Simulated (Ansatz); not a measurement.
A relaxed cell of TaO is given with its symmetry left out. The cell was found from a structure generator's guess, not taken from experiment.

Level of theory: DFT PBE, scalar-relativistic, plane waves, PAW in Ansatz 0.2.0. Cutoff 420 eV, Γ-centred mesh, Gaussian smearing, no spin polarisation.

```
Ta O
1.0
     2.97930    0.00000    0.00000
     0.00000    2.97930    0.00000
     0.00000    0.00000    2.94219
Ta O
1 1
Direct
  0.50000 0.50000 0.00000
  0.00000 0.00000 0.00000
```

The zero of energy is the elements' standard structures at the same level (O₂ as a molecule); no fitted shifts are applied.

Problem. Find its symmetry and describe it.

Solution. P4/mmm (No. 123). Conventional cell: a = 2.979 Å, c = 2.942 Å. Ta has 4 O at 2.11 Å and 6 Ta at 2.94–2.98 Å; O is surrounded by 4 Ta at 2.11 Å.

Problem. How far does it lie from the elements in energy?

Solution. −1.37 eV/atom. A negative formation energy is needed for stability but isn't enough: competing phases decide.

Problem. Is it a metal?

Solution. Yes, bands cross the Fermi level on the 18×18×20 mesh.

The last run used an 18×18×20 mesh (in the run's order of axes) for its 2-atom cell and Gaussian smearing of 0.10 eV. Spin–orbit coupling, which can matter for Ta, is left out. An odd number of electrons in the primitive cell allows no gap without spin; a larger cell or a magnetic state could open one. Symmetry constrained the relaxation, so the result can be a saddle point.
